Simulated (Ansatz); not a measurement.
BeTe (rock salt, Fm-3m) under volume change, DFT-PBE in the program Ansatz with PAW potentials, scaled uniformly.

```tsv
V (Å³/atom)	E − E(relaxed) (meV/atom)	P (GPa)
17.515	38.2	7.66
18.093	?	?
18.670	3.8	2.17
19.248	0.0	0.00
19.825	?	?
20.403	13.1	-3.45
20.980	28.1	-4.82
```

### Question
Fill in the missing entries.

### Answer

- 19.825, E − E(relaxed) (meV/atom): 3.4
- 19.825, P (GPa): -1.86
- 18.093, E − E(relaxed) (meV/atom): 16.1
- 18.093, P (GPa): 4.70

### Question
What does a third-order Birch–Murnaghan fit give for V₀, B₀ and B′?

### Answer
V₀ = 19.25 Å³/atom, B₀ = 66.8 GPa, B′ = 4.1.

The cell is a constructed one: a structure type filled with these elements; neither database checked (COD, Materials Project) lists it. COD files the formula under space group No. 216, so this cell is another polymorph or a model. Whether it is the stable phase at ambient conditions was not checked. The cell was relaxed with PBE under the symmetry of its start; whether a distortion lowers the energy is not shown. Spin–orbit coupling is left out wherever it is not named.

Potentials: the later of the program's two PAW sets.
